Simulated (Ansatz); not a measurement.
SnO2:
```
CELL_PARAMETERS angstrom
      3.59276     0.00000     0.00000
      0.00000     3.59276     0.00000
      0.00000     0.00000     5.53192
ATOMIC_POSITIONS crystal
  Sn 0.00000 0.00000 0.00000
  Sn 0.50000 0.50000 0.50000
  O  0.00000 0.50000 0.17682
  O  0.00000 0.50000 0.67682
  O  0.50000 0.00000 0.32318
  O  0.50000 0.00000 0.82318
```

Relaxed with PBE. Special points in fractions of this cell's reciprocal vectors: Γ (0.000, 0.000, 0.000); X (0.000, 0.500, 0.000); M (0.500, 0.500, 0.000); Z (0.000, 0.000, 0.500); R (0.000, 0.500, 0.500); A (0.500, 0.500, 0.500).

Question: List the band energies nearest the valence-band maximum at these points for plane-wave PAW PBE (Ansatz code).

Answer: In eV from the valence-band maximum; about four levels below and three above (degenerate sets whole), none deeper than 8.9 eV; … stands for higher levels left out; points with the same levels are listed once.

```csv
k,below,above
Γ,-0.93 -0.41 -0.05 -0.05,0.79 4.01 7.23
X,-1.04 -1.04 -0.50 -0.50,4.31 4.31 7.67 7.67
M,-0.42 -0.42 0.00 0.00,5.53 5.53 7.23 7.23
Z,-1.08 -1.08 0.00 0.00,3.28 3.28 6.54 6.54
R,-1.18 -1.18 -1.16 -1.16,4.54 4.54 8.38 8.38
A,-0.41 -0.41 -0.37 -0.37,5.82 5.82 …
```

Space group P4_2/nmc. The cell is a constructed one: a structure type filled with these elements; neither database checked (COD, Materials Project) lists it. It is not the phase usual at ambient conditions (space group No. 136). The PBE relaxation kept the symmetry of its start; its stability against distortions is not shown here. Spin–orbit coupling is left out wherever it is not named.

Potentials: the later of the program's two PAW sets.
